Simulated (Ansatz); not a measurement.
## Does relaxation matter for the field gradients of SnO?

Start: a Materials Project structure (computed, not necessarily an observed phase), taken as it stands.

```
CELL_PARAMETERS angstrom
3.81370 0.00000 0.00000
0.00000 3.81370 0.00000
0.00000 0.00000 4.88691
ATOMIC_POSITIONS crystal
Sn 0.00000 0.50000 0.23537
Sn 0.50000 0.00000 0.76463
O 0.50000 0.50000 0.00000
O 0.00000 0.00000 0.00000
```

Atom numbers follow the list; atoms alike are taken as one site, whose name carries the number of the first.

Method: Kohn–Sham DFT in Ansatz, PBE, plane waves and PAW, scalar-relativistic, 420 eV cutoff, Γ-centred 9×9×7 k-points, Fermi–Dirac smearing 0.01 eV.

The largest force at the start is 0.37 eV/Å. Relaxing the ions at fixed cell moves them by 0.019 Å at most (atom 2, Sn) and 0.014 Å rms. End positions:

```
CELL_PARAMETERS angstrom
3.81370 0.00000 0.00000
0.00000 3.81370 0.00000
0.00000 0.00000 4.88691
ATOMIC_POSITIONS crystal
Sn 0.00000 0.50000 0.23930
Sn 0.50000 0.00000 0.76070
O 0.50000 0.50000 0.00000
O 0.00000 0.00000 0.00000
```

| site | atom | moved (Å) | first shell before | first shell after | V_zz before (10²¹ V/m²) | η before |
| --- | --- | --- | --- | --- | --- | --- |
| Sn | 1 | 0.019 | 4 O at 2.23 Å | 4 O at 2.24 Å | -17.46 | 0.00 |
| O | 3 | 0.000 | 4 Sn at 2.23 Å | 4 Sn at 2.24 Å | 0.074 | 0.00 |

(1) How do the gradients change?

Results:

(1) 

```tsv
site	atom	V_zz after	η after	change of V_zz
Sn	1	-17.60	0.00	-0.14
O	3	0.48	0.00	+0.40
```

The largest change of V_zz is on O, from 0.074 to 0.48. In per cent, |V_zz| changes by +1 on Sn (all sites that start above 0.5).

Without spin–orbit coupling (the program notes it for Sn) the gradients can shift somewhat, as the gap is small.
Before: With a gap of 0.3 eV on this mesh, small gradients can still move by 0.1 × 10²¹ V/m² or more as the k-mesh gets denser.
After: With a gap of 0.2 eV on this mesh, small gradients can still move by 0.1 × 10²¹ V/m² or more as the k-mesh gets denser.
